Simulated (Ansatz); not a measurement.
# Fields on a plane of MoSi2 (MoSi2 type, space group I4/mmm)

```
MoSi2
1.0
   -1.60846     1.60846     3.93652
    1.60846    -1.60846     3.93652
    1.60846     1.60846    -3.93652
Mo Si
1 2
Cartesian
  0.00000   0.00000   0.00000
  0.00000   0.00000   2.63836
  0.00000   0.00000   5.23467
```

The slice is a (1 0 -1) plane (indices of the conventional cell) through the point (0.335, 0.335, 0.000) (fractional), spanned by u = [101] and v = [121] in vectors of this cell: u (3.22 Å) and v (8.50 Å, at 90° to u). It covers one period; positions are fractions (u, v).

Atoms on it: Si at (0.00, 0.00); Si at (0.50, 0.50). Other atoms lie within 1 Å of the plane.

Level of theory: PBE (plane waves to 420 eV, PAW, scalar-relativistic; Ansatz, an electronic-structure program). k mesh 20×20×20. Inside the PAW spheres the values are not all-electron values, and peaks at nuclei hang on which shells count as valence. MoSi2 is run without spin polarisation. MoSi2 was relaxed with its symmetry unable to fall.

```
|xxxxxxxx--%%@@%%--xxxxxx|
|xxxxxxxx++%%@@%%++xxxxxx|
|xxxxxx--##%%%%%%##--xxxx|
|::--++######**######++--|
|****####**==--==**####**|
|++******==..  ..==******|
|..::====--  xx  --====::|
|    ..----..  ..----..  |
|xx    --====--====--    |
|    ..==**********==..  |
|    --**************--  |
|==++****==::..::==****++|
|####**--xxxxxxxxxx--**##|
|@@%%++xxxxxxxxxxxxxx++%%|
|@@%%--xxxxxxxxxxxxxx--%%|
|@@%%::xxxxxxxxxxxxxx::%%|
|@@%%--xxxxxxxxxxxxxx--%%|
|@@%%++xxxxxxxxxxxxxx++%%|
|%%%%##--xxxxxxxxxx--##%%|
|**######++--::--++######|
|--==**####******####**==|
|  ..==******++******==..|
|xx  --====::..::====--  |
|  ..----..      ..----..|
|--====--    xx    --====|
|******==..      ..==****|
|********--      --******|
|..::==****++==++****==::|
|xxxxxx--**######**--xxxx|
|xxxxxxxx++%%@@%%++xxxxxx|
|xxxxxxxx--%%@@%%--xxxxxx|
|xxxxxxxx::%%@@%%::xxxxxx|
```
Scale: ten equal steps from 4.00 (start of ' ') to 12.61 (end of '@'), in the order ' .:-=+*#%@'. Values: electrostatic potential energy of an electron, from the cell's mean, in eV. The map has 12 points along u (two characters each, u = 0 at the left) and 32 along v (v = 0 in the bottom row). Points within 1 Å of a nucleus are blanked (x), as the pseudised field means little there. Values under 4 eV are set to 4. The zero, the cell's mean, hangs on the PAW cores.

```
v \ u  0.00  0.17  0.33  0.50  0.67  0.83
-----  ----  ----  ----  ----  ----  ----
0.88   -0.4  -0.5  -0.6  -0.7  -0.6  -0.5
0.75   -0.3  -0.4  -0.4  -0.4  -0.4  -0.4
0.62   -0.5  -0.5  -0.5  -0.5  -0.5  -0.5
0.50   -0.7  -0.5  -0.5  -1.3  -0.5  -0.5
0.38   -0.7  -0.6  -0.5  -0.4  -0.5  -0.6
0.25   -0.4  -0.4  -0.4  -0.3  -0.4  -0.4
0.12   -0.5  -0.5  -0.5  -0.5  -0.5  -0.5
0.00   -1.3  -0.5  -0.5  -0.7  -0.5  -0.5
```

Values: log₁₀ of the valence density in e/Å³. The scale is logarithmic, as a density can span decades between atoms and voids.
